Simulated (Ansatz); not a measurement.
Input file for Ansatz (a program for electronic structure):

Ansatz 0.2 input:
```yaml
crystal:
  lattice:
    - [0.0, 3.449088817, 3.449088817]
    - [3.449088817, 0.0, 3.449088817]
    - [3.449088817, 3.449088817, 0.0]
  atoms:
    - { symbol: Cs, position: [0.0, 0.0, 0.0] }
    - { symbol: Cl, position: [0.5, 0.5, 0.5] }
kpoints:
  mp_grid: { grid: [6, 6, 6] }
  band_path:
    path:
      - [[0.0, 0.0, 0.0], [0.5, 0.0, 0.5], [0.625, 0.25, 0.625]]  # Γ-X-U
      - [[0.375, 0.375, 0.75], [0.0, 0.0, 0.0], [0.5, 0.5, 0.5], [0.5, 0.25, 0.75], [0.5, 0.0, 0.5]]  # K-Γ-L-W-X
      - [VBM, CBM]
    npoints: 12
basis: { xc_grid: 2 }
hamiltonian:
  xc: pbesol
  pseudopotentials: { kind: paw }
magnetization: { noncollinear: true, spin_orbit: true }
scf:
  n_extra_bands: 12
  convergence: { dr2_threshold: 0.0000000001 }
  occupations: { method: gaussian, width: 0.01 }
checkpoint: { write: soc.run }
output: { eigenvalues: true }
```

Output (shortened):

```
Pseudopotential: Cs, paw_fr, valence charge 9
Pseudopotential: Cl, paw_fr, valence charge 7
Functional definition: PBEsol
non-collinear run that drives no moment, with spin-orbit …
Crystal: 2 atoms, lattice volume = 82.062 Å³
Basis set: ecut = 420 eV, 1639 PW (Γ), exchange–correlation on 72×72×72 points (8 copies of the dense FFT grid, shifted against one another)
Bands: 28, of which v1, the nominal top of the filled ones, is band 16 counted from 1 (15 counted from 0)
Symmetry: 48 space group operations + 48 with time reversal
k-points: 16 of 216
Projection manifold: j_resolved (fully-relativistic pseudo-atomic orbitals)
SCF iter   1: F=—  HF=-6655.430051 eV  |F-HF|=—  |Δ(HF+E_count)|=         —  Δρ=3.58e-2  dr2=2.04e0  dr2_m=0.00e0 (ungated)  ethr=3.10e-3  |M|=0.00e0 ∫|m|=0.00e0 μB  |m|>n=0.0e0 m-floor=0.0e0 τ_xc=0.0e0  β_m=0.30  ⟨swp⟩=8.1  Hψ=1344  notcnv=0  defer=4
preconditioner: auto → none
SCF iter   2: F=—  HF=-6654.767989 eV  |F-HF|=—  |Δ(HF+E_count)|=   6.62e-1  Δρ=1.07e-2  dr2=2.03e-1  dr2_m=0.00e0 (ungated)  ethr=3.10e-3  |M|=0.00e0 ∫|m|=0.00e0 μB  |m|>n=0.0e0 m-floor=0.0e0 τ_xc=0.0e0  β_m=0.36  ⟨swp⟩=2.9  Hψ=475  notcnv=0  defer=106
SCF iter   3: F=—  HF=-6654.714401 eV  |F-HF|=—  |Δ(HF+E_count)|=   5.36e-2  Δρ=3.83e-3  dr2=2.40e-2  dr2_m=0.00e0 (ungated)  ethr=1.27e-3  |M|=0.00e0 ∫|m|=0.00e0 μB  |m|>n=0.0e0 m-floor=0.0e0 τ_xc=0.0e0  β_m=0.52  ⟨swp⟩=3.2  Hψ=455  notcnv=0  defer=106
SCF iter   4: F=—  HF=-6654.724694 eV  |F-HF|=—  |Δ(HF+E_count)|=   1.03e-2  Δρ=1.06e-3  dr2=1.30e-3  dr2_m=0.00e0 (ungated)  ethr=1.50e-4  |M|=0.00e0 ∫|m|=0.00e0 μB  |m|>n=0.0e0 m-floor=0.0e0 τ_xc=0.0e0  β_m=0.67  ⟨swp⟩=2.1  Hψ=317  notcnv=0  defer=106
SCF iter   5: F=—  HF=-6654.726764 eV  |F-HF|=—  |Δ(HF+E_count)|=   2.07e-3  Δρ=1.20e-4  dr2=8.67e-6  dr2_m=0.00e0 (ungated)  ethr=8.12e-6  |M|=0.00e0 ∫|m|=0.00e0 μB  |m|>n=0.0e0 m-floor=0.0e0 τ_xc=0.0e0  β_m=0.76  ⟨swp⟩=3.0  Hψ=368  notcnv=0  defer=106
SCF iter   6: F=—  HF=-6654.726773 eV  |F-HF|=—  |Δ(HF+E_count)|=   8.91e-6  Δρ=1.39e-5  dr2=1.27e-7  dr2_m=0.00e0 (ungated)  ethr=5.42e-8  |M|=0.00e0 ∫|m|=0.00e0 μB  |m|>n=0.0e0 m-floor=0.0e0 τ_xc=0.0e0  β_m=0.86  ⟨swp⟩=2.0  Hψ=323  notcnv=0  defer=106
SCF iter   7: F=—  HF=-6654.726803 eV  |F-HF|=—  |Δ(HF+E_count)|=   2.97e-5  Δρ=1.32e-6  dr2=1.67e-9  dr2_m=0.00e0 (ungated)  ethr=7.93e-10  |M|=0.00e0 ∫|m|=0.00e0 μB  |m|>n=0.0e0 m-floor=0.0e0 τ_xc=0.0e0  β_m=0.90  ⟨swp⟩=2.0  Hψ=338  notcnv=0  defer=106
SCF iter   8: F=-6654.726803 eV  HF=-6654.726803 eV  |F-HF|=5.55e-11  |Δ(HF+E_count)|=   7.21e-9  Δρ=1.40e-7  dr2=1.66e-11  dr2_m=0.00e0 (ungated)  ethr=1.00e-12  |M|=0.00e0 ∫|m|=0.00e0 μB  |m|>n=0.0e0 m-floor=0.0e0 τ_xc=0.0e0  ⟨swp⟩=10.9  Hψ=1300  notcnv=0
SCF 1 converged in 8 iterations: F = -6654.726803 eV  dr2 = 1.66e-11
NSCF: frozen V_eff on 16 k-points
NSCF: frozen V_eff on 16 k-points
NSCF: frozen V_eff on 16 k-points
NSCF: frozen V_eff on 16 k-points
NSCF: frozen V_eff on 2 k-points
NSCF: frozen V_eff on 6 k-points
NSCF: frozen V_eff on 5 k-points
NSCF: frozen V_eff on 5 k-points
NSCF: frozen V_eff on 5 k-points
NSCF: frozen V_eff on 87 k-points
SCF converged after 8 iterations
Magnetization: |M| = 0.0000 μB,  M = (+0.0000, +0.0000, +0.0000) μB
Absolute magnetization: 0.0000 μB (∫|m|)
  site 0: m = (+0.0000, +0.0000, +0.0000) μB, |m| = 0.0000 μB  (R = 1.42 Å)
  site 1: m = (+0.0000, +0.0000, +0.0000) μB, |m| = 0.0000 μB  (R = 1.42 Å)
Free energy (F): -6654.726803 eV
Harris-Foulkes:  -6654.726803 eV  (|F-HF|=5.55e-11)
Internal energy: -6654.726803 eV  (E = F + TS)
E sigma→0 (E₀):  -6654.726803 eV
Fermi energy:    3.884343 eV
--- Per-component energies (eV) ---
  E_band       = -75.197111
  E_kinetic    = 304.377056
  E_local      = -518.297843  (includes V_loc(G=0)·N_el)
  E_nonlocal   = 60.013468
  E_hartree    = 173.340766
  E_xc         = -279.569728
  E_vxc        = -248.660493  (∫ρ·V_xc dr)
  E_paw        = -5629.408056  (= ΣΔE_a)
  E_vpaw       = -19.310872  (= ΣTr[D̂ρ^β])
  E_aug_tail   = 0.000092  (compensation charges beyond the density's cutoff)
  E_ewald      = -765.406005
  E_core_change = 0.223448  (= ΣΔE_core)
  E_smearing   =  0.000000  (= −TS)
  E_closure    =  0.000000  (closes the sum)
  Σ components = -6654.726803   (vs F -6654.726803, Δ=0.00e0)
  [band-id]    e_kinetic+e_local+e_nonlocal+2·e_hartree+e_vxc+e_vpaw+e_augmentation_tail = -75.197061   (vs E_band -75.197111, Δ=5.03e-5)
--- Band table (eV; the first three rows and the last of 16) ---
  k-point 0: bands = ["-17.4327", "-17.4327", "-10.5108", "-10.5108", "-5.2907", "-5.2907", "-3.6499", "-3.6499", "-3.6499", "-3.6499", "1.2342", "1.2342", "1.4078", "1.4078", "1.4078", "1.4078", "6.2933", "6.2933", "8.3427", "8.3427", "8.3427", "8.3427", …
  k-point 1: bands = ["-17.4218", "-17.4218", "-10.5308", "-10.5308", "-5.2993", "-5.2993", "-3.6746", "-3.6746", "-3.6516", "-3.6516", "1.0930", "1.0930", "1.2421", "1.2421", "1.2956", "1.2956", "6.8983", "6.8983", "8.2355", "8.2355", "8.6566", "8.6566", …
  k-point 2: bands = ["-17.3997", "-17.3997", "-10.5709", "-10.5709", "-5.3168", "-5.3168", "-3.7233", "-3.7233", "-3.6545", "-3.6545", "0.7875", "0.7875", "1.0188", "1.0188", "1.0863", "1.0863", "8.0700", "8.0700", "8.4786", "8.4786", "9.4954", "9.4954", …
  k-point 15: bands = ["-17.3775", "-17.3775", "-10.5398", "-10.5398", "-5.4921", "-5.4921", "-4.0619", "-4.0619", "-3.8205", "-3.8205", "1.0233", "1.0233", "1.3630", "1.3630", "1.4166", "1.4166", "7.4400", "7.4400", "9.1374", "9.1374", "9.3477", "9.3477", …
```

Cost: around 60 core-seconds (rough) on shared cores.

Space group Fm-3m (rock salt). The workflow started from a Materials Project entry (that database holds measured and hypothetical structures alike); the Crystallography Open Database files this formula in space group No. 225, but the cells were not matched. It is not the phase usual at ambient conditions (space group No. 221). The PBEsol relaxation kept the symmetry of its start; whether a distortion lowers the energy is not shown.

Potentials: the later of the program's two PAW sets.

Ansatz is a plane-wave DFT program.
